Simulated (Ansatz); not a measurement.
ZnS (wurtzite)

```
CELL_PARAMETERS angstrom
      3.80610     0.00000     0.00000
     -1.90305     3.29618     0.00000
      0.00000     0.00000     6.24474
ATOMIC_POSITIONS crystal
  Zn 0.66667 0.33333 0.99975
  Zn 0.33333 0.66667 0.49975
  S  0.66667 0.33333 0.62545
  S  0.33333 0.66667 0.12545
```

Two coordinates are scanned: the volume, and the ratio of the stretch along z (the conventional c axis) to the stretch across it. Atoms keep their fractional coordinates.

All values below come from r2SCAN (plane waves to 500 eV, PAW, scalar-relativistic; Ansatz, a first-principles code). k mesh 10×10×6 (Γ-centred), Fermi-Dirac smearing 0.05 eV. Stress and pressure are positive under compression. As the atoms are clamped, bonds stretch with the cell, which overstates energies and stresses. ZnS was relaxed with its symmetry unable to fall.

At one point of the scan the stress tensor (GPa) is:

```
   -1.5      0.0      0.0
    0.0     -1.5      0.0
    0.0      0.0     -1.5
```

**Question.** Which point is it?
(A) V/V₀ = 1.040, (c/a)/(c/a)₀ = 1.000
(B) V/V₀ = 1.020, (c/a)/(c/a)₀ = 1.000
(C) V/V₀ = 1.040, (c/a)/(c/a)₀ = 1.080
(D) V/V₀ = 1.020, (c/a)/(c/a)₀ = 1.040

**Answer.** B, V/V₀ = 1.020, (c/a)/(c/a)₀ = 1.000

(Under strain, the slope of the energy per volume gives the stress and its curvature an elastic modulus.)
